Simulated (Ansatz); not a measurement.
## Perovskite alloy of SrZrO3 and SrHfO3 (1 of 8 Zr sites exchanged), 40 atoms

Ansatz, PAW, plane waves. PBEsol relaxation of volume and atoms (shape held) at the single k point (¼, ¼, ¼) without its symmetry partners; single points on the relaxed atoms at the single k point (¼, ¼, ¼) without its symmetry partners, onto which points of the small cell's zone fold. Arrangement: random. No spin–orbit coupling unless named.

Relaxed structure:

```
Sr Zr Hf O
1.0
     8.17128    0.00000    0.00000
     0.00000    8.17128    0.00000
     0.00000    0.00000    8.17128
Sr Zr Hf O
8 7 1 24
Direct
  0.00030 0.98796 0.01884
  0.00087 0.98149 0.51143
  0.00077 0.48177 0.01272
  0.00028 0.48868 0.51882
  0.50026 0.01176 0.98159
  0.49976 0.01867 0.48768
  0.49967 0.51897 0.98898
  0.50022 0.51249 0.48154
  0.25026 0.25022 0.25021
  0.25027 0.25022 0.75021
  0.25027 0.75022 0.75021
  0.75026 0.25022 0.25021
  0.75026 0.25022 0.75021
  0.75027 0.75023 0.25020
  0.75027 0.75022 0.75020
  0.25026 0.75022 0.25020
  0.20894 0.21432 0.00034
  0.29159 0.28613 0.50009
  0.28961 0.78602 0.00095
  0.21094 0.71442 0.49947
  0.79140 0.21356 0.00037
  0.70914 0.28689 0.50004
  0.71075 0.78706 0.00011
  0.78980 0.71339 0.50030
  0.00040 0.29755 0.27983
  0.00022 0.22101 0.70138
  0.00105 0.72204 0.20375
  0.00040 0.79888 0.77803
  0.50014 0.20290 0.22058
  0.50031 0.27944 0.79905
  0.49949 0.77841 0.29666
  0.50013 0.70157 0.72237
  0.21098 0.99924 0.28552
  0.29161 0.00031 0.71482
  0.28957 0.50120 0.21490
  0.20892 0.50014 0.78560
  0.79013 0.00010 0.28760
  0.70897 0.00030 0.71324
  0.71042 0.50036 0.21281
  0.79155 0.50016 0.78718
```

(1) What are the mean bond lengths by pair (pairs within 1.2 times the sum of covalent radii, less contacts 15 % beyond the pair's median; cation–cation pairs of compounds aside; long ionic contacts are cut short by that bound)?

(2) What gap lies between the top filled and the lowest empty level in the single points?

## Answers

(1) Hf–O 2.082 ± 0.002 Å (standard deviation, 6 bonds); O–Sr 2.692 ± 0.156 Å (standard deviation, 64 bonds); O–Zr 2.093 ± 0.002 Å (standard deviation, 42 bonds).

(2) r²SCAN 4.93 eV (4 s on NVIDIA GB300). Away from Γ this isn't the crystal's band gap.
